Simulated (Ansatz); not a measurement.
Data:

SnC:
```
CELL_PARAMETERS angstrom
      3.55331     0.00000     0.00000
     -1.77666     3.07726     0.00000
      0.00000     0.00000     5.81787
ATOMIC_POSITIONS crystal
  Sn 0.33333 0.66667 0.00025
  C  0.66667 0.33333 0.12475
  Sn 0.66667 0.33333 0.50025
  C  0.33333 0.66667 0.62475
```

This is the PBEsol-relaxed structure.

Problem. All from the program Ansatz at the PBEsol level (PAW), unless another level is named. Estimate the Born charges (a third of the trace).

Solution. Sn +2.86, C -2.86 e.

Problem. And the electronic dielectric constant ε∞ (DFPT)?

Solution. 9.68 (xx = yy), 10.1 (zz).

Space group P6_3mc (wurtzite). The start of the workflow was typed in or built on a structure type; neither database checked (COD, Materials Project) lists it. Whether it is the stable phase at ambient conditions was not checked. The cell was relaxed with PBEsol under the symmetry of its start; whether a distortion lowers the energy is not shown. Its formation energy is positive at this level, so the cell may be metastable or incomplete. Spin–orbit coupling is left out wherever it is not named.

Potentials: the earlier of the program's two PAW sets. The files were generated under PBE; for other functionals the program regenerates the frozen cores, and for LDA and PBEsol the local potential too.
